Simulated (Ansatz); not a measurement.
Relaxed-ion elastic tensor of TiC (rock salt, space group No. 225) in GPa (Voigt order), the program Ansatz at the r²SCAN level (PAW); density 4.91 g/cm³, 10.13 Å³ per atom.

```
529  129  129  0.0  0.0  0.0
129  529  129  0.0  0.0  0.0
129  129  529  0.0  0.0  0.0
0.0  0.0  0.0  189  0.0  0.0
0.0  0.0  0.0  0.0  189  0.0
0.0  0.0  0.0  0.0  0.0  189
```

Task: Is the crystal mechanically stable?

Result: Yes: the smallest eigenvalue of C is 189 GPa.

Task: Work out the Voigt, Reuss and Hill averages.

Result: K_V = 262, K_R = 262, K_H = 262; G_V = 193, G_R = 193, G_H = 193 GPa.

Task: Give Young's modulus, Poisson's ratio, Pugh's ratio and the universal anisotropy index.

Result: E = 9KG/(3K + G) = 465 GPa; ν = 0.20; K/G = 1.36 (brittle by the Pugh limit of 1.75); A_U = 5G_V/G_R + K_V/K_R − 6 = 0.00.

Task: Estimate the sound speeds and the Debye temperature.

Result: v_l = √((K + 4G/3)/ρ) = 10300 m/s, v_t = √(G/ρ) = 6270 m/s, mean 6930 m/s; Θ = (h/k)(3n/4πV)^(1/3) v_m = 953 K.

Task: Give the Zener ratio and Young's modulus along [100], [110] and [111].

Result: A = 2C44/(C11 − C12) = 0.94; 1/E = S11 − 2(S11 − S12 − S44/2)Γ with Γ = 0, 1/4, 1/3 gives 478, 462, 456 GPa.

Space group Fm-3m (rock salt). Symmetry was held in the r²SCAN relaxation. The run is not spin-polarised. As this level gives no gap, shear constants depend on the k-mesh and smearing (Fermi–Dirac, 0.1 eV here).

Potentials: the later of the program's two PAW sets.
